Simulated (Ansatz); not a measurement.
Run on SrMg: DFT, LDA, all-electron LAPW, scalar-relativistic (Ansatz 0.2.0).

The base volume is that of a database entry, so it needn't be at zero pressure; the structure needn't be the stable phase, at rest or compressed.

Command: `ansatz run input.yaml --threads 1 --pin off --max-ram 2048MiB --backend cpu --events-out ev --progress --plain --runs-dir out` It took 6.1 s on 1 thread of Arm Neoverse V2, with other jobs on the host, peak memory 0.24 GiB.

```yaml
crystal:
  lattice:
    - [3.9, 0.0, 0.0]
    - [0.0, 3.9, 0.0]
    - [0.0, 0.0, 3.9]
  atoms:
    - { symbol: Sr, position: [0.5, 0.5, 0.5] }
    - { symbol: Mg, position: [0.0, 0.0, 0.0] }
kpoints:
  mp_grid: { grid: [9, 9, 9] }
  band_path:
    path:
      - [0.0, 0.0, 0.0]
      - [0.0, 0.5, 0.0]
      - [0.5, 0.5, 0.0]
      - [0.0, 0.0, 0.0]
      - [0.5, 0.5, 0.5]
      - [0.0, 0.5, 0.0]
      - [0.5, 0.5, 0.5]
      - [0.5, 0.5, 0.0]
    npoints: 14
scf:
  occupations: { method: fermi_dirac, width: 0.05 }
hamiltonian:
  xc: lda
  pseudopotentials: { kind: all_electron, lapw: { basis_error: 0.001 } }
output:
  forces: true
  stress: true
  eigenvalues: true
  populations: true
```

Output:

```
Sr: projections on atomic orbitals take those of the free atom 1s2 2s2 2p6 3s2 3p6 3d10 4s2 4p6 5s2, of charge +0.00 (hamiltonian.pseudopotentials.projection_atoms)
Mg: projections on atomic orbitals take those of the free atom 1s2 2s2 2p6 3s2, of charge +0.00 (hamiltonian.pseudopotentials.projection_atoms)
LAPW: plane waves up to 5.368 Å⁻¹, error target 1.0e-3 eV per atom; small_component_spin mean_spin; Mg in spheres of 1.574 Å, 10 of its electrons in bands, Dirac shells []; Sr in spheres of 1.804 Å, 20 of its electrons in bands, Dirac shells [] (how accurate: hamiltonian.pseudopotentials.lapw.basis_error, Limitations)
Engine: ansatz 0.2.0
Pseudopotentials: kind: all_electron
Pseudopotential: Sr, LAPW, valence charge 20, lapw/all_electron/scalar/gaussian/Sr, Koelling and Harmon's equation, gaussian nucleus
Pseudopotential: Mg, LAPW, valence charge 10, lapw/all_electron/scalar/gaussian/Mg, Koelling and Harmon's equation, gaussian nucleus
Functional definition: SPW92
  exchange = slater_x
  correlation = pw_c
Crystal: 2 atoms, lattice volume = 59.319 Å³
Basis set: ecut = 109.78203091643621 eV, 171 PW (Γ), exchange–correlation at level 2
Bands: 19, of which v1, the nominal top of the filled ones, is band 15 counted from 1 (14 counted from 0)
Symmetry: 48 space group operations
Space group: Pm-3m (ITA 221), of the structure as read, at distance tolerance 3.9e-5 Å
k-points: 35 of 729
Non-local potential: Sr, projectors of the file, none
Non-local potential: Mg, projectors of the file, none
Initial density: superposition of atomic densities (chi_scale 0.1, normalization cell, long waves kept (reshape's long-wave potential 0.00 eV rms))
Initial wavefunctions: plane waves of lowest kinetic energy (no species holds an atomic orbital)
Functional: x = slater, c = lda
iter 1 solved again at ethr=8.10e-5 eV; its pass at ethr=1.00e-1 eV (dr2=2.43e-2 eV) is discarded
SCF iter   1: F=—  HF=-91848.676156 eV  |F-HF|=—  |Δ(HF+E_count)|=         —  Δρ=6.11e-3  dr2=2.43e-2  ethr=8.10e-5  ⟨swp⟩=3.2  Hψ=4465  notcnv=0
preconditioner: auto → Kerker (q_TF=auto, 2.435 Å⁻¹)  [metal: Δε(μ)=0.035 eV  Ē_g=4.121 eV  σ=0.050 eV  W_gap=0.17  n_scr=18 (ndim 8)  ℏωp=9.6 eV  f_vac=0.000  D(μ)=1.50/eV (n_scr^D=6)]
SCF iter   2: F=—  HF=-91848.660602 eV  |F-HF|=—  |Δ(HF+E_count)|=   1.56e-2  Δρ=4.05e-3  dr2=1.06e-2  ethr=8.10e-5  ⟨swp⟩=2.1  Hψ=2086  notcnv=0
SCF iter   3: F=—  HF=-91848.658880 eV  |F-HF|=—  |Δ(HF+E_count)|=   1.72e-3  Δρ=1.77e-3  dr2=2.32e-3  ethr=3.53e-5  ⟨swp⟩=2.1  Hψ=2064  notcnv=0
SCF iter   4: F=—  HF=-91848.659395 eV  |F-HF|=—  |Δ(HF+E_count)|=   5.15e-4  Δρ=6.38e-4  dr2=3.52e-4  ethr=7.74e-6  ⟨swp⟩=2.0  Hψ=2009  notcnv=0
iter 5 solved again at ethr=4.98e-8 eV; its pass at ethr=1.17e-6 eV (dr2=1.49e-5 eV) is discarded
SCF iter   5: F=—  HF=-91848.659387 eV  |F-HF|=—  |Δ(HF+E_count)|=   7.67e-6  Δρ=1.21e-4  dr2=1.50e-5  ethr=4.98e-8  ⟨swp⟩=2.0  Hψ=3355  notcnv=0
SCF iter   6: F=—  HF=-91848.659384 eV  |F-HF|=—  |Δ(HF+E_count)|=   3.58e-6  Δρ=4.78e-5  dr2=2.34e-6  ethr=4.98e-8  ⟨swp⟩=2.0  Hψ=2009  notcnv=0
SCF iter   7: F=—  HF=-91848.659382 eV  |F-HF|=—  |Δ(HF+E_count)|=   1.36e-6  Δρ=2.84e-5  dr2=8.22e-7  ethr=7.79e-9  ⟨swp⟩=2.0  Hψ=2009  notcnv=0
SCF iter   8: F=—  HF=-91848.659382 eV  |F-HF|=—  |Δ(HF+E_count)|=   1.70e-7  Δρ=9.02e-6  dr2=1.22e-7  ethr=2.74e-9  ⟨swp⟩=2.0  Hψ=2009  notcnv=0
SCF iter   9: F=-91848.659382 eV  HF=-91848.659382 eV  |F-HF|=3.83e-9  |Δ(HF+E_count)|=   6.59e-8  Δρ=3.23e-6  dr2=1.49e-8  ethr=4.08e-10  ⟨swp⟩=2.1  Hψ=2012  notcnv=0
SCF 1 converged in 9 iterations: F = -91848.659382 eV  dr2 = 1.49e-8
NSCF: frozen V_eff on 99 k-points
SCF converged after 9 iterations
Free energy (F): -91848.659382 eV
Harris-Foulkes:  -91848.659382 eV  (|F-HF|=3.83e-9)
Internal energy: -91848.647557 eV  (E = F + TS)
E sigma→0 (E₀):  -91848.653470 eV
Entropy (-TS):   -0.011826 eV (-5.913 meV/atom)
Fermi energy:    7.695518 eV
--- Per-component energies (eV) ---
  E_band       = -1583.545717
  E_kinetic    = 94389.267836
  E_xc         = -3187.210446
  E_electrostatic = -183050.704947  (all electrons and nuclei)
  E_smearing   = -0.011826  (= −TS)
  E_closure    = 0.000000  (closes the sum)
  E_atoms      = -91844.920121  (free atoms, spherical and without spin; not in F)
  Σ components = -91848.659382   (vs F -91848.659382, Δ=0.00e0)
  Basis errors (estimates in eV, not in F): energy 3.1e-4 per atom: plane waves 2.9e-4 (1.5e-4 summed), levels above the bands 4.5e-33, relativity 6.0e-10, radial functions 1.6e-5, core shells 2.3e-7; eigenvalues (radial functions only) 1.7e-6; not estimated: angular momenta, meshes, grids; target (lapw.basis_error) 1.0e-3; muffin-tin radii Mg 1.574 Å, Sr 1.804 Å
--- Forces (eV/Å), atoms counted from 1 ---
  atom   1  Sr     0.00000000    -0.00000000     0.00000000
  atom   2  Mg    -0.00000000     0.00000000     0.00000000
  max |Σ_I F_I| component: 1.97e-31 eV/Å
--- Stress (GPa, compression-positive) ---
        3.433306       0.000000       0.000000
        0.000000       3.433306      -0.000000
        0.000000      -0.000000       3.433306
  P = ⅓ Tr σ = 3.4333 GPa (34.333 kbar)
--- Band table (eV; the first three rows and the last of 35) ---
  k-point 0: bands = ["-114.8630", "-114.8630", "-114.8601", "-114.8601", "-114.8601", "-67.3737", "-34.7951", "-34.7951", "-34.7951", "-27.7777", "-9.7542", "-9.7542", "-9.7542", "2.4230", "8.3049", "8.3049", "12.1018", "12.1018", "12.1018"]
  k-point 1: bands = ["-114.8630", "-114.8630", "-114.8601", "-114.8601", "-114.8601", "-67.3737", "-34.7953", "-34.7951", "-34.7951", "-27.7757", "-9.7915", "-9.7509", "-9.7509", "2.5799", "8.2053", "8.3915", "11.5457", "11.5457", "11.8552"]
  k-point 2: bands = ["-114.8630", "-114.8630", "-114.8601", "-114.8601", "-114.8601", "-67.3737", "-34.7958", "-34.7951", "-34.7951", "-27.7704", "-9.8843", "-9.7426", "-9.7426", "3.0316", "7.7069", "8.6360", "10.8610", "10.8610", "11.8550"]
  k-point 34: bands = ["-114.8630", "-114.8630", "-114.8601", "-114.8601", "-114.8601", "-67.3736", "-34.7963", "-34.7963", "-34.7963", "-27.7278", "-9.9652", "-9.9637", "-9.9637", "6.5732", "6.9436", "6.9436", "9.2271", "11.1546", "11.4076"]
--- Löwdin populations: 2 sites ---
  site symbol       q [e]
     0     Sr     37.3386
     1     Mg     11.5849
  spilling = 0.021530 (of n_electrons = 50.000000)
```

populations.tsv:

```
# site	symbol	l	j	q
# orbitals = lowdin
# n_electrons = 50.000000
# spilling = 0.021530
# projection_atom_Sr: 1s2 2s2 2p6 3s2 3p6 3d10 4s2 4p6 5s2
# projection_atom_Mg: 1s2 2s2 2p6 3s2
0	Sr	0_1S	-	1.999998
0	Sr	0_2S	-	1.999978
0	Sr	0_3S	-	1.999594
0	Sr	0_4S	-	1.992136
0	Sr	0_5S	-	1.352848
0	Sr	1_2P	-	5.999997
0	Sr	1_3P	-	5.999970
0	Sr	1_4P	-	5.994108
0	Sr	2_3D	-	9.999969
1	Mg	0_1S	-	1.999938
1	Mg	0_2S	-	1.996324
1	Mg	0_3S	-	1.589123
1	Mg	1_2P	-	5.999514
```

Next run (volume at 0.85 of the series' base cell), as changes to the input before:

```diff
   lattice:
-    - [3.9, 0.0, 0.0]
-    - [0.0, 3.9, 0.0]
-    - [0.0, 0.0, 3.9]
+    - [3.694346125, 0.0, 0.0]
+    - [0.0, 3.694346125, 0.0]
+    - [0.0, 0.0, 3.694346125]
   atoms:
-    npoints: 14
+    npoints: 6
 scf:
```

Results part of the output:

```
SCF 1 converged in 8 iterations: F = -91848.283550 eV  dr2 = 2.72e-8
NSCF: frozen V_eff on 43 k-points
SCF converged after 8 iterations
Free energy (F): -91848.283550 eV
Harris-Foulkes:  -91848.283550 eV  (|F-HF|=2.04e-8)
Internal energy: -91848.274275 eV  (E = F + TS)
E sigma→0 (E₀):  -91848.278912 eV
Entropy (-TS):   -0.009275 eV (-4.638 meV/atom)
Fermi energy:    9.353528 eV
--- Per-component energies (eV) ---
  E_band       = -1525.451634
  E_kinetic    = 94395.286463
  E_xc         = -3189.245049
  E_electrostatic = -183054.315689  (all electrons and nuclei)
  E_smearing   = -0.009275  (= −TS)
  E_closure    = 0.000000  (closes the sum)
  E_atoms      = -91844.920121  (free atoms, spherical and without spin; not in F)
  Σ components = -91848.283550   (vs F -91848.283550, Δ=0.00e0)
  Basis errors (estimates in eV, not in F): energy 3.0e-4 per atom: plane waves 2.8e-4 (1.5e-4 summed), levels above the bands 4.8e-39, relativity 1.1e-9, radial functions 1.9e-5, core shells 1.3e-6; eigenvalues (radial functions only) 1.9e-6; not estimated: angular momenta, meshes, grids; target (lapw.basis_error) 1.0e-3; muffin-tin radii Mg 1.502 Å, Sr 1.697 Å
--- Forces (eV/Å), atoms counted from 1 ---
  atom   1  Sr    -0.00000000     0.00000000     0.00000000
  atom   2  Mg    -0.00000000     0.00000000     0.00000000
  max |Σ_I F_I| component: 5.26e-31 eV/Å
--- Stress (GPa, compression-positive) ---
       10.946769       0.000000       0.000000
        0.000000      10.946769       0.000000
        0.000000       0.000000      10.946769
  P = ⅓ Tr σ = 10.9468 GPa (109.468 kbar)
--- Band table (eV; the first three rows and the last of 35) ---
  k-point 0: bands = ["-112.7870", "-112.7870", "-112.7833", "-112.7833", "-112.7833", "-65.4606", "-32.8840", "-32.8840", "-32.8840", "-25.8137", "-7.7598", "-7.7598", "-7.7598", "3.7874", "9.7695", "9.7695", "14.5506", "14.5506", "14.5506"]
  k-point 1: bands = ["-112.7870", "-112.7870", "-112.7833", "-112.7833", "-112.7833", "-65.4606", "-32.8844", "-32.8840", "-32.8840", "-25.8095", "-7.8246", "-7.7542", "-7.7542", "3.9749", "9.7370", "9.8688", "13.7616", "13.7616", "14.2646"]
  k-point 2: bands = ["-112.7870", "-112.7870", "-112.7833", "-112.7833", "-112.7833", "-65.4606", "-32.8855", "-32.8839", "-32.8839", "-25.7987", "-7.9839", "-7.7400", "-7.7400", "4.5049", "9.3983", "10.1504", "12.9078", "12.9078", "14.1718"]
  k-point 34: bands = ["-112.7870", "-112.7870", "-112.7833", "-112.7833", "-112.7833", "-65.4603", "-32.8866", "-32.8866", "-32.8866", "-25.7136", "-8.1068", "-8.1039", "-8.1039", "8.0569", "8.3774", "8.3774", "11.5102", "13.5905", "13.8368"]
--- Löwdin populations: 2 sites ---
  site symbol       q [e]
     0     Sr     37.3370
     1     Mg     11.5765
  spilling = 0.021731 (of n_electrons = 50.000000)
```

Next run (volume at 0.7 of the series' base cell), as changes to the input before:

```diff
   lattice:
-    - [3.694346125, 0.0, 0.0]
-    - [0.0, 3.694346125, 0.0]
-    - [0.0, 0.0, 3.694346125]
+    - [3.4628256068, 0.0, 0.0]
+    - [0.0, 3.4628256068, 0.0]
+    - [0.0, 0.0, 3.4628256068]
   atoms:
```

Command: `ansatz run input.yaml --threads 1 --pin off --max-ram 2048MiB --backend cpu --events-out ev --progress --plain --runs-dir out` It took 5.5 s on 1 thread of Arm Neoverse V2 (shared host), peak memory 0.25 GiB.

Results part of the output:

```
SCF 1 converged in 9 iterations: F = -91847.310194 eV  dr2 = 2.60e-9
NSCF: frozen V_eff on 43 k-points
SCF converged after 9 iterations
Free energy (F): -91847.310194 eV
Harris-Foulkes:  -91847.310194 eV  (|F-HF|=9.46e-10)
Internal energy: -91847.299575 eV  (E = F + TS)
E sigma→0 (E₀):  -91847.304885 eV
Entropy (-TS):   -0.010619 eV (-5.309 meV/atom)
Fermi energy:    11.777883 eV
--- Per-component energies (eV) ---
  E_band       = -2871.829181
  E_kinetic    = 94403.929127
  E_xc         = -3192.026310
  E_electrostatic = -183059.202392  (all electrons and nuclei)
  E_smearing   = -0.010619  (= −TS)
  E_closure    = 0.000000  (closes the sum)
  E_atoms      = -91844.920121  (free atoms, spherical and without spin; not in F)
  Σ components = -91847.310194   (vs F -91847.310194, Δ=0.00e0)
  Basis errors (estimates in eV, not in F): energy 3.2e-4 per atom: plane waves 3.0e-4 (1.6e-4 summed), levels above the bands 3.1e-47, relativity 1.9e-9, radial functions 2.2e-5, core shells 2.4e-7; eigenvalues (radial functions only) 2.1e-6; not estimated: angular momenta, meshes, grids; target (lapw.basis_error) 1.0e-3; muffin-tin radii Mg 1.421 Å, Sr 1.578 Å
--- Forces (eV/Å), atoms counted from 1 ---
  atom   1  Sr     0.00000000    -0.00000000    -0.00000000
  atom   2  Mg    -0.00000000     0.00000000     0.00000000
  max |Σ_I F_I| component: 1.12e-30 eV/Å
--- Stress (GPa, compression-positive) ---
       25.854747       0.000000       0.000000
        0.000000      25.854747       0.000000
        0.000000       0.000000      25.854747
  P = ⅓ Tr σ = 25.8547 GPa (258.547 kbar)
--- Band table (eV; the first three rows and the last of 35) ---
  k-point 0: bands = ["-237.4458", "-237.4458", "-237.4458", "-110.0119", "-110.0119", "-110.0071", "-110.0071", "-110.0071", "-62.8833", "-30.3092", "-30.3092", "-30.3092", "-23.2291", "-5.0770", "-5.0770", "-5.0770", "5.8568", "11.7781", "11.7781", "18.0335", "18.0335", "18.0335"]
  k-point 1: bands = ["-237.4458", "-237.4458", "-237.4458", "-110.0119", "-110.0119", "-110.0071", "-110.0071", "-110.0071", "-62.8833", "-30.3103", "-30.3091", "-30.3091", "-23.2198", "-5.1971", "-5.0670", "-5.0670", "6.0926", "11.8472", "11.8943", "16.8307", "16.8307", "17.6758"]
  k-point 2: bands = ["-237.4458", "-237.4458", "-237.4458", "-110.0119", "-110.0119", "-110.0071", "-110.0071", "-110.0071", "-62.8832", "-30.3129", "-30.3089", "-30.3089", "-23.1959", "-5.4862", "-5.0414", "-5.0414", "6.7360", "11.7773", "12.2257", "15.7475", "15.7475", "17.4232"]
  k-point 34: bands = ["-237.4458", "-237.4458", "-237.4458", "-110.0119", "-110.0119", "-110.0071", "-110.0071", "-110.0071", "-62.8823", "-30.3153", "-30.3153", "-30.3153", "-23.0120", "-5.6755", "-5.6699", "-5.6699", "10.1155", "10.3869", "10.3869", "14.7365", "17.1182", "17.3341"]
--- Löwdin populations: 2 sites ---
  site symbol       q [e]
     0     Sr     37.2914
     1     Mg     11.5691
  spilling = 0.022789 (of n_electrons = 50.000000)
```

Next run (volume at 0.6 of the series' base cell), as changes to the input before:

```diff
   lattice:
-    - [3.4628256068, 0.0, 0.0]
-    - [0.0, 3.4628256068, 0.0]
-    - [0.0, 0.0, 3.4628256068]
+    - [3.2893873947, 0.0, 0.0]
+    - [0.0, 3.2893873947, 0.0]
+    - [0.0, 0.0, 3.2893873947]
   atoms:
```

Results part of the output:

```
SCF 1 converged in 9 iterations: F = -91846.049752 eV  dr2 = 1.13e-8
NSCF: frozen V_eff on 43 k-points
SCF converged after 9 iterations
Free energy (F): -91846.049752 eV
Harris-Foulkes:  -91846.049752 eV  (|F-HF|=6.81e-9)
Internal energy: -91846.038748 eV  (E = F + TS)
E sigma→0 (E₀):  -91846.044250 eV
Entropy (-TS):   -0.011004 eV (-5.502 meV/atom)
Fermi energy:    13.929296 eV
--- Per-component energies (eV) ---
  E_band       = -2787.208965
  E_kinetic    = 94411.603738
  E_xc         = -3194.511881
  E_electrostatic = -183063.130605  (all electrons and nuclei)
  E_smearing   = -0.011004  (= −TS)
  E_closure    = 0.000000  (closes the sum)
  E_atoms      = -91844.920121  (free atoms, spherical and without spin; not in F)
  Σ components = -91846.049752   (vs F -91846.049752, Δ=0.00e0)
  Basis errors (estimates in eV, not in F): energy 3.1e-4 per atom: plane waves 2.9e-4 (1.5e-4 summed), levels above the bands 7.8e-56, relativity 2.6e-9, radial functions 1.8e-5, core shells 1.2e-6; eigenvalues (radial functions only) 2.2e-6; not estimated: angular momenta, meshes, grids; target (lapw.basis_error) 1.0e-3; muffin-tin radii Mg 1.359 Å, Sr 1.490 Å
--- Forces (eV/Å), atoms counted from 1 ---
  atom   1  Sr    -0.00000000    -0.00000000     0.00000000
  atom   2  Mg    -0.00000000     0.00000000     0.00000000
  max |Σ_I F_I| component: 1.10e-30 eV/Å
--- Stress (GPa, compression-positive) ---
       43.842488      -0.000000       0.000000
       -0.000000      43.842488       0.000000
        0.000000       0.000000      43.842488
  P = ⅓ Tr σ = 43.8425 GPa (438.425 kbar)
--- Band table (eV; the first three rows and the last of 35) ---
  k-point 0: bands = ["-234.9730", "-234.9730", "-234.9730", "-107.5372", "-107.5372", "-107.5323", "-107.5323", "-107.5323", "-60.6353", "-28.0630", "-28.0630", "-28.0630", "-20.9685", "-2.6591", "-2.6591", "-2.6591", "7.9312", "13.6103", "13.6103", "20.9136", "20.9136", "20.9136"]
  k-point 1: bands = ["-234.9730", "-234.9730", "-234.9730", "-107.5372", "-107.5372", "-107.5323", "-107.5323", "-107.5323", "-60.6352", "-28.0651", "-28.0628", "-28.0628", "-20.9516", "-2.8486", "-2.6438", "-2.6438", "8.2168", "13.7419", "13.7807", "19.6367", "19.6367", "20.8662"]
  k-point 2: bands = ["-234.9730", "-234.9730", "-234.9730", "-107.5372", "-107.5372", "-107.5323", "-107.5323", "-107.5323", "-60.6350", "-28.0706", "-28.0623", "-28.0623", "-20.9084", "-3.2947", "-2.6048", "-2.6048", "8.9627", "13.9979", "14.1182", "18.3560", "18.3560", "20.4508"]
  k-point 34: bands = ["-234.9730", "-234.9730", "-234.9730", "-107.5372", "-107.5372", "-107.5323", "-107.5323", "-107.5323", "-60.6330", "-28.0746", "-28.0745", "-28.0745", "-20.5836", "-3.5495", "-3.5411", "-3.5411", "12.0132", "12.2507", "12.2507", "17.7254", "20.4954", "20.6548"]
--- Löwdin populations: 2 sites ---
  site symbol       q [e]
     0     Sr     37.2260
     1     Mg     11.5484
  spilling = 0.024512 (of n_electrons = 50.000000)
```
